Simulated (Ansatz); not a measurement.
An elastic tensor (GPa, Voigt order, standard axes) from DFT-PBE+D3(BJ) in the program Ansatz with PAW potentials:

```
 209   145   145   0.0   0.0   0.0
 145   209   145   0.0   0.0   0.0
 145   145   209   0.0   0.0   0.0
 0.0   0.0   0.0  98.8   0.0   0.0
 0.0   0.0   0.0   0.0  98.8   0.0
 0.0   0.0   0.0   0.0   0.0  98.8
```

Question: Which of these materials gives this?
A. W, bcc (W type)
B. Cu, fcc (Cu type)
C. Ba, bcc (W type)

Answer: B, Cu, fcc (Cu type)

Space group Fm-3m (fcc (Cu type)). The cell was relaxed with PBE+D3(BJ) under the symmetry of its start. No spin polarisation was allowed. The pairwise dispersion correction was not fitted to metals. As this level gives no gap, shear constants depend on the k-mesh and smearing (Fermi–Dirac, 0.1 eV here).

Potentials: the later of the program's two PAW sets.
